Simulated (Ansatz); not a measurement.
ScAl$_{2}$:
```
CELL_PARAMETERS angstrom
      0.00000     3.76340     3.76340
      3.76340     0.00000     3.76340
      3.76340     3.76340     0.00000
ATOMIC_POSITIONS crystal
  Sc 0.00000 0.00000 0.00000
  Sc 0.25000 0.25000 0.25000
  Al 0.62500 0.62500 0.62500
  Al 0.12500 0.62500 0.62500
  Al 0.62500 0.62500 0.12500
  Al 0.62500 0.12500 0.62500
```

Relaxed with PBEsol. Special points in fractions of this cell's reciprocal vectors: Γ (0.000, 0.000, 0.000); X (0.500, 0.000, 0.500); U (0.625, 0.250, 0.625); K (0.375, 0.375, 0.750); L (0.500, 0.500, 0.500); W (0.500, 0.250, 0.750).

List the band energies nearest the Fermi level at these points for plane-wave PAW PBEsol (Ansatz code).

In eV from the Fermi level; about four levels below and three above (degenerate sets whole), none deeper than 8.9 eV; points with the same levels are listed once.

| k | below | above |
|---|---|---|
| Γ | -2.42 -2.42 -2.42 -1.71 -1.71 | 0.34 2.14 2.14 2.14 |
| X | -4.13 -4.13 -3.56 -3.56 | 0.26 0.26 0.67 0.67 |
| U | -1.73 -0.74 -0.58 -0.08 | 0.69 0.93 1.18 |
| L | -1.87 -1.87 -0.36 -0.14 -0.14 | 1.68 1.68 1.94 |
| W | -1.56 -1.56 -1.52 -1.52 | 0.44 0.44 1.07 1.07 |

Space group Fd-3m (cubic Laves (MgCu2 type)). The first step of the workflow began from a Materials Project structure, measured or hypothetical; the Crystallography Open Database copy checked does not list it. Whether it is the stable phase at ambient conditions was not checked. The PBEsol relaxation kept the symmetry of its start; whether a distortion lowers the energy is not shown. No spin polarisation was allowed.

Potentials: the later of the program's two PAW sets.
